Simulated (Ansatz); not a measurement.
Te (trigonal-Te type, space group P3_121)

```
Te
1.0
    9.04180     0.00000     0.00000
   -2.26045     3.91521     0.00000
    0.00000     0.00000     5.95427
Te
6
Direct
  0.13406   0.00000   0.33333
  0.63406   0.00000   0.33333
  0.00000   0.26811   0.66667
  0.50000   0.26811   0.66667
  0.36594   0.73189   0.00000
  0.86594   0.73189   0.00000
```

The atoms are displaced by Q × the pattern below (from a DFPT mode at M = (0.5, 0.0, 0.0), largest move 1; Q in Å), at fixed cell. (q is in reciprocal vectors of the primitive cell; the cell shown is doubled to hold the pattern.)

| atom | x | y | z |
|---|---|---|---|
| Te1 | 0.299 | 0.397 | 0.868 |
| Te2 | -0.299 | -0.397 | -0.868 |
| Te3 | -0.011 | -0.006 | 0.814 |
| Te4 | 0.011 | 0.006 | -0.814 |
| Te5 | -0.494 | -0.060 | -0.868 |
| Te6 | 0.494 | 0.060 | 0.868 |

These are PBE (plane waves to 420 eV, PAW, scalar-relativistic; Ansatz, a program for electronic structure) values and carry that method's errors. k mesh 9×9×6 (Γ-centred), Fermi-Dirac smearing 0.05 eV. The energy includes the smearing's −TS. Spin-orbit coupling is left out, though Te is heavy. Te was relaxed with its symmetry unable to fall. The zero of ΔE is the undisplaced structure.

```tsv
Q (Å)	ΔE (meV/cell)
-0.2800	215.8
-0.2333	147.4
-0.1867	93.0
-0.1400	withheld
-0.0933	22.8
-0.0467	5.7
0.0000	0.0
0.0467	5.7
0.0933	22.8
0.1400	withheld
0.1867	93.0
0.2333	147.4
0.2800	215.8
```

### Question
Fit an even polynomial form (powers 2, 4) to the given rows and predict ΔE at Q = -0.1400.

### Answer
Least squares on the 11 given rows: ΔE = (2603)·Q² + (1911)·Q⁴, in meV/cell with Q in Å; root-mean-square residual 0.04 meV/cell. At -0.1400 the fit gives 51.8 meV/cell; the calculation gives 51.7 meV/cell, so the interpolation is off by 0.1 (+0.2 %). The quadratic term alone would give 51.0 meV/cell.

(A displaced cell: forces are minus the slopes of the energy, force constants its curvatures, and phonons follow from these.)
